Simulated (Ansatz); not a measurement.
**Lu4H4Rh in Ansatz, single run**

Launch command:

```bash
ansatz run input.yaml --threads 1 --pin off --max-ram 2560MiB --backend cpu --events-out ev --progress --plain --runs-dir out
```

input.yaml:

```yaml
crystal:
  lattice:
    - [0.0, 0.0, 4.849289]
    - [3.736299, -3.736299, 2.424644]
    - [3.736299, 3.736299, -2.424644]
  atoms:
    - { symbol: Lu, position: [0.211, 0.184, 0.606] }
    - { symbol: Lu, position: [0.395, 0.394, 0.184] }
    - { symbol: Lu, position: [0.789, 0.816, 0.394] }
    - { symbol: Lu, position: [0.605, 0.606, 0.816] }
    - { symbol: H, position: [0.292, 0.774, 0.358] }
    - { symbol: H, position: [0.066, 0.642, 0.774] }
    - { symbol: H, position: [0.708, 0.226, 0.642] }
    - { symbol: H, position: [0.934, 0.358, 0.226] }
    - { symbol: Rh, position: [0.0, 0.0, 0.0] }
  symmetry: { tolerance: 0.0003 }
kpoints:
  mp_grid: { grid: [5, 5, 5], shift: [0, 0, 0] }
magnetization:
  spin_polarized: false
scf:
  occupations: { method: fermi_dirac }
  convergence: { dr2_threshold: 1.0e-08 }
hamiltonian:
  pseudopotentials: { kind: paw }
  xc: r2scan
basis:
  ecutwfc: 500
output:
  forces: true
  stress: true
  eigenvalues: true
```

Origin of the cell: a known structure type with other elements, at an estimated volume, so it need not be a known compound.

The smearing width isn't typed, so it takes its default of 0.1 eV.

Output (shortened):

```
Warning: output.stress: scf.convergence.dr2_threshold = 1e-8 eV is looser than the 9e-10 eV advised for a printed stress (1e-10 eV for each atom of the cell: 9). What an SCF threshold leaves […]
Pseudopotentials: kind: paw
Pseudopotential: Lu, paw, valence charge 25, recommended cutoff 500 eV (meta_gga), Lu.paw.azcp
Pseudopotential: H, paw, valence charge 1, recommended cutoff 500 eV (meta_gga), H.paw.azcp
Pseudopotential: Rh, paw, valence charge 17, recommended cutoff 500 eV (meta_gga), Rh.paw.azcp
Functional definition: r2SCAN
  exchange = r2scan_x(k0 = k0, k1 = k1, a1 = a1)
  correlation = r2scan_c
Crystal: 9 atoms, lattice volume = 135.391 Å³
Basis set: ecut = 500 eV, 3453 PW (Γ), exchange–correlation on 144×180×180 points (64 copies of the dense FFT grid, shifted against one another)
Bands: 73, of which v1, the nominal top of the filled ones, is band 61 counted from 1 (60 counted from 0)
[… 11 lines left out …]
Initial density: superposition of atomic densities (neutral atoms: chi_scale 0, normalization atom), corrected by the library's trained network
Functional: x = r2scan, c = r2scan; τ floored in thin density (d = 2e-4 eV/Å³)
SCF iter   1: F=—  HF=-65455.799434 eV  Δρ=1.14e-2  dr2=1.26e-1  dr2_τ=5.60e-2
SCF iter   2: F=—  HF=-65455.827548 eV  Δρ=7.41e-3  dr2=5.81e-2  dr2_τ=1.14e-2  defer=26
SCF iter   3: F=—  HF=-65455.797497 eV  Δρ=4.59e-3  dr2=2.25e-2  dr2_τ=1.28e-3  defer=26
SCF iter   4: F=—  HF=-65455.801640 eV  Δρ=2.70e-3  dr2=2.16e-2  dr2_τ=1.45e-3  defer=26
SCF iter   5: F=—  HF=-65455.800506 eV  Δρ=1.15e-3  dr2=1.69e-3  dr2_τ=1.00e-4  defer=26
SCF iter   6: F=—  HF=-65455.800395 eV  Δρ=3.56e-4  dr2=3.36e-4  dr2_τ=1.31e-5  defer=26
SCF iter   7: F=—  HF=-65455.800410 eV  Δρ=8.92e-5  dr2=1.49e-5  dr2_τ=8.00e-7  defer=26
SCF iter   8: F=—  HF=-65455.800413 eV  Δρ=4.21e-5  dr2=4.54e-6  dr2_τ=8.51e-8  defer=26
SCF iter   9: F=—  HF=-65455.800205 eV  Δρ=1.07e-5  dr2=2.85e-7  dr2_τ=7.98e-9  defer=26
SCF iter  10: F=—  HF=-65455.800205 eV  Δρ=4.30e-6  dr2=3.67e-8  dr2_τ=1.80e-9  defer=26
SCF iter  11: F=-65455.800205 eV  HF=-65455.800205 eV  Δρ=1.18e-6  dr2=2.07e-9  dr2_τ=9.40e-11
SCF 1 converged in 11 iterations: F = -65455.800205 eV  dr2 = 2.07e-9
SCF converged after 11 iterations
Free energy (F): -65455.800205 eV
Harris-Foulkes:  -65455.800205 eV  (|F-HF|=1.67e-9)
Internal energy: -65455.611997 eV  (E = F + TS)
E sigma→0 (E₀):  -65455.706101 eV
Entropy (-TS):   -0.188208 eV (-20.912 meV/atom)
Fermi energy:    14.503561 eV
--- Per-component energies (eV) ---
  E_band       = -193.341443
  E_kinetic    = 2300.055956
  E_local      = -28494.054205  (includes V_loc(G=0)·N_el)
  E_nonlocal   = 2641.040206
  E_hartree    = 11815.045621
  E_xc         = -1108.671438
  E_vxc        = -1530.967694  (∫ρ·V_xc dr)
  E_paw        = -33140.769391  (= ΣΔE_a)
  E_vpaw       = 1172.647330  (= ΣTr[D̂ρ^β])
  E_aug_tail   = -0.000721  (compensation charges beyond the density's cutoff)
  E_vtau       = 87.844767  (kinetic-family band-sum trace: ∫τ·v_τ [+ j·A + Jᵃ·Aᵃ] dr)
  E_ewald      = -19470.598158
  E_core_change = 2.340133  (= ΣΔE_core)
  E_smearing   = -0.188208  (= −TS)
  Σ components = -65455.800205   (vs F -65455.800205, Δ=0.00e0)
--- Forces (eV/Å), atoms counted from 1 ---
  atom   1  Lu     0.049236    -0.582981    -0.000000
  atom   2  Lu     0.582981     0.049236     0.000000
  atom   3  Lu    -0.049236     0.582981     0.000000
  atom   4  Lu    -0.582981    -0.049236    -0.000000
  atom   5  H      0.730639     0.001944     0.000000
  atom   6  H     -0.001944     0.730639     0.000000
  atom   7  H     -0.730639    -0.001944    -0.000000
  atom   8  H      0.001944    -0.730639    -0.000000
  atom   9  Rh    -0.000000     0.000000    -0.000000
  max |Σ_I F_I| component: 1.11e-16 eV/Å
--- Stress (GPa, compression-positive) ---
       -7.632828       0.000000       0.000000
       -0.000000      -7.632828       0.000000
       -0.000000       0.000000      -9.734315
  P = ⅓ Tr σ = -8.3333 GPa (-83.333 kbar)
```

Caveats: no moments, though an odd count or open d shells may carry them; no spin-orbit coupling, though heavy elements are present; the SCF threshold is looser than advised for a stress; the k mesh is coarse if the cell is a metal.

The run took 29 s on 1 thread of Arm Neoverse V2 (shared host), peak memory 0.8 GiB, from the program's own first density.
